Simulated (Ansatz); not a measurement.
Bi$_{2}$Te$_{3}$ (Bi2Te3 type, space group R-3m)

```
CELL_PARAMETERS angstrom
      2.15783     1.24582     9.87406
     -2.15783     1.24582     9.87406
      0.00000    -2.49164     9.87406
ATOMIC_POSITIONS crystal
  Bi 0.40072 0.40072 0.40072
  Bi 0.59928 0.59928 0.59928
  Te 0.00000 0.00000 0.00000
  Te 0.20741 0.20741 0.20741
  Te 0.79259 0.79259 0.79259
```

Scan: atom 1 (Bi, nearest neighbour Te at 3.036 Å; its periodic images, 4.3 Å or more away, move with it) is displaced along Cartesian z, direction (0.000, 0.000, 1.000) in Cartesian axes, by s. The other atoms stay.

The numbers are results of PBEsol-D3(BJ) (plane waves to 420 eV, PAW, scalar-relativistic; Ansatz, a first-principles code), not measurements. k mesh 7×7×7 (Γ-centred), Fermi-Dirac smearing 0.05 eV. E stands for the smeared free energy. Compression counts positive. Bi2Te3 was relaxed with its symmetry unable to fall. Spin-orbit coupling is left out, though Bi and Te are heavy. The PAW data are Ansatz's earlier set. The zero of ΔE is the undisplaced structure.

| s (Å) | P (GPa) | ΔE (meV/cell) |
|---|---|---|
| -0.300 | 0.04 | 329 |
| -0.240 | -0.10 | 213 |
| -0.180 | -0.17 | 120 |
| -0.120 | -0.18 | … |
| -0.060 | -0.12 | 13 |
| 0.000 | 0.01 | 0 |
| 0.060 | 0.19 | 14 |
| 0.120 | 0.44 | … |
| 0.180 | 0.74 | 124 |
| 0.240 | 1.11 | … |
| 0.300 | 1.52 | 343 |

Question: Fill in the missing entries.

Answer: 
- -0.120, ΔE (meV/cell): 54
- 0.120, ΔE (meV/cell): 55
- 0.240, ΔE (meV/cell): 220

(A displaced cell: forces are minus the slopes of the energy, force constants its curvatures, and phonons follow from these.)
